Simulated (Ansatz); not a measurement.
ZrB₂, DFT, LDA, PAW with Ansatz's default frozen-core files, scalar-relativistic (Ansatz 0.2.0), run on 1 thread of Arm Neoverse N1 on a shared host.

The geometry is COD entry 1510856, unchecked; take it as a test cell.

Command: `ansatz run input.yaml --threads 1 --pin off --max-ram 6144MiB --backend cpu --events-out ev --progress --plain --runs-dir out`

```yaml
crystal:
  lattice:
    - [3.1649998255, 0.0, 0.0]
    - [-1.5824999128, 2.7409702519, 0.0]
    - [0.0, 0.0, 3.52]
  atoms:
    - { symbol: Zr, position: [0.0, 0.0, 0.0] }
    - { symbol: B, position: [0.3333333333, 0.6666666667, 0.5] }
    - { symbol: B, position: [0.6666666667, 0.3333333333, 0.5] }
kpoints:
  mp_grid: { grid: [12, 12, 9] }
  band_path:
    path:
      - [0.0, 0.0, 0.0]
      - [0.5, 0.0, 0.0]
      - [0.3333333333, 0.3333333333, 0.0]
      - [0.0, 0.0, 0.0]
      - [0.0, 0.0, 0.5]
      - [0.5, 0.0, 0.5]
      - [0.3333333333, 0.3333333333, 0.5]
      - [0.0, 0.0, 0.5]
      - [0.5, 0.0, 0.5]
    npoints: 14
scf:
  occupations: { method: fermi_dirac, width: 0.05 }
hamiltonian:
  xc: lda
  pseudopotentials: { kind: paw }
output:
  forces: true
  stress: true
  eigenvalues: true
  efg: { contact_densities: true }
  populations: true
  bader: true
  dos: { projected: true, de: 0.2, e_range: [-14, 8] }
  write_density: true
  write_potential: true
  elf: true
  volumetric_format: npy
```

Q: How large is the problem that the program sets up?

A: 95 irreducible k-points, 563 plane waves at Γ, 13 bands.

Q: Estimate the wall time and the peak memory.

A: 30 s of wall time for 6 SCF iterations, with a peak of 0.37 GiB. Times on shared machines scatter by tens of per cent.

Q: And the same cell and mesh by full-potential LAPW, asked for forces, stress, eigenvalues, fatbands, populations, dos and the same band path, on the same hardware?

A: 51 s, peak memory 0.37 GiB.

Q: And the same cell and mesh by crystal-made all-electron datasets, asked for forces, stress, eigenvalues, efg and the same band path, on the same hardware?

A: 23 s, peak memory 0.44 GiB.
